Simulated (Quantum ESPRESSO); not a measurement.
**Kohn-Sham bands of PtSe₂ (CdI2 type)**

```xyz
3
Lattice="3.7173 0.0000 0.0000 -1.8587 3.2193 0.0000 0.0000 0.0000 5.8201" Properties=species:S:1:pos:R:3 pbc="T T T"
Pt     0.0000     0.0000     0.0000
Se    -1.8587     1.0731    -1.3118
Se     1.8587    -1.0731     1.3118
```

Materials Project entry mp-1115; symmetrised, unrelaxed at this level. COD (Crystallography Open Database) has an entry of this formula and space group (matched by these alone). Computed values, not measurements, from PBEsol: Quantum ESPRESSO (norm-conserving PseudoDojo potentials, cutoff 69 Ry, no spin polarisation, no spin-orbit coupling) on a Γ-centred 12×12×6 mesh, then Wannier90. Density: 12×12×6 mesh, Gaussian smearing 0.01 Ry. The cell is built of weakly bound layers, chains or molecules, whose nearest atoms lie 3.85 Å apart. Database cells relaxed without dispersion often hold them too far apart, which can enlarge gaps and weakens couplings between them; spacing and stacking were not compared with the measured crystal. Spin-orbit coupling is left out although heavy elements are present.

Energies are relative to the valence-band maximum; weights are on the orthonormalised atomic waves of the pseudopotential files, averaged over the group. 50 electrons a cell are treated as valence.

Problem. Into which isolated groups do the bands fall, where do they lie and what are they made of?

Solution. 
```
bands  from (eV)  to (eV)  filling            weight on atomic waves
-----  ---------  -------  -------  --------------------------------
1         -99.23   -99.23   filled                        Pt 5s 99 %
2–4       -53.35   -53.28   filled                        Pt 5p 99 %
5–14      -48.09   -48.03   filled                       Se 3d 100 %
15–16     -14.80   -12.73   filled  Se 4s 84 %, Pt 6s 7 %, Pt 5d 6 %
17–25      -6.87     0.00   filled            Pt 5d 47 %, Se 4p 47 %
26–27       0.34     2.47    empty            Se 4p 65 %, Pt 5d 29 %
```

The Kohn-Sham gap over both meshes and the path is 0.34 eV.
